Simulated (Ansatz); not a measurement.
KTaO3 (cubic perovskite, space group No. 221), a = 4.0244 Å, b = 4.0244 Å, c = 4.0244 Å, α = 90.00°, β = 90.00°, γ = 90.00°.

Relaxed with PBE.

Q: Which orbitals make up the states near the band edges in DFT-PBE in the program Ansatz with PAW potentials?

A: Top 1 eV of the valence band: O 2p 97 %. Bottom 1 eV of the conduction band: Ta 5d 89 %, O 2p 10 %. Projections are on Löwdin-orthogonalised atomic valence shells; empty p or d shells of many metals are not among them.

Q: Tabulate the density of states.

A: States/eV per cell of 5 atoms, in 0.25 eV bins, energy from the valence-band maximum.

```csv
E (eV),total,O 2p,Ta 5d,O 2s
-7.87,0.00,0.00,0.00,0.00
-7.62,0.00,0.00,0.00,0.00
-7.37,0.00,0.00,0.00,0.00
-7.12,0.00,0.00,0.00,0.00
-6.87,0.00,0.00,0.00,0.00
-6.62,0.00,0.00,0.00,0.00
-6.37,0.00,0.00,0.00,0.00
-6.12,0.00,0.00,0.00,0.00
-5.87,0.00,0.00,0.00,0.00
-5.62,0.00,0.00,0.00,0.00
-5.37,2.36,1.64,0.46,0.01
-5.12,2.30,1.55,0.57,0.01
-4.87,2.33,1.62,0.52,0.03
-4.62,1.29,0.91,0.27,0.02
-4.37,1.44,1.03,0.30,0.02
-4.12,2.54,1.79,0.59,0.04
-3.87,3.40,2.37,0.82,0.04
-3.62,2.97,2.06,0.73,0.03
-3.37,3.43,2.44,0.80,0.03
-3.12,4.21,3.14,0.85,0.04
-2.87,4.86,3.66,0.99,0.03
-2.62,5.86,4.62,1.00,0.02
-2.37,3.41,2.81,0.45,0.02
-2.12,1.82,1.49,0.27,0.01
-1.87,2.00,1.70,0.20,0.02
-1.62,2.77,2.44,0.16,0.03
-1.37,3.55,3.28,0.12,0.02
-1.12,6.63,6.24,0.18,0.03
-0.87,6.50,6.22,0.11,0.02
-0.62,3.27,3.18,0.02,0.01
-0.37,2.80,2.76,0.01,0.00
-0.12,2.25,2.23,0.00,0.00
0.13,0.00,0.00,0.00,0.00
0.38,0.00,0.00,0.00,0.00
0.63,0.00,0.00,0.00,0.00
0.88,0.00,0.00,0.00,0.00
1.13,0.00,0.00,0.00,0.00
1.38,0.00,0.00,0.00,0.00
1.63,0.00,0.00,0.00,0.00
1.88,0.00,0.00,0.00,0.00
2.13,0.02,0.00,0.02,0.00
2.38,0.47,0.02,0.45,0.00
2.63,0.77,0.06,0.70,0.00
2.88,0.80,0.09,0.69,0.00
3.13,1.00,0.15,0.83,0.00
3.38,1.06,0.19,0.84,0.00
3.63,1.16,0.23,0.89,0.00
3.88,1.43,0.32,1.06,0.00
4.13,1.60,0.38,1.16,0.00
4.38,1.84,0.47,1.29,0.00
4.63,2.60,0.70,1.78,0.00
4.88,3.74,1.06,2.51,0.00
5.13,2.39,0.68,1.54,0.00
5.38,1.79,0.51,1.11,0.00
5.63,1.41,0.42,0.85,0.00
5.88,1.24,0.38,0.73,0.00
6.13,0.67,0.21,0.39,0.00
6.38,0.00,0.00,0.00,0.00
6.63,0.44,0.01,0.26,0.10
6.88,0.93,0.03,0.56,0.19
```

Space group Pm-3m (cubic perovskite). The PBE relaxation kept the symmetry of its start. At this level the phase is dynamically unstable (imaginary phonons). The run is not spin-polarised. Scalar-relativistic: spin–orbit coupling is off unless named, which matters more the heavier the elements.

Potentials: the later of the program's two PAW sets.
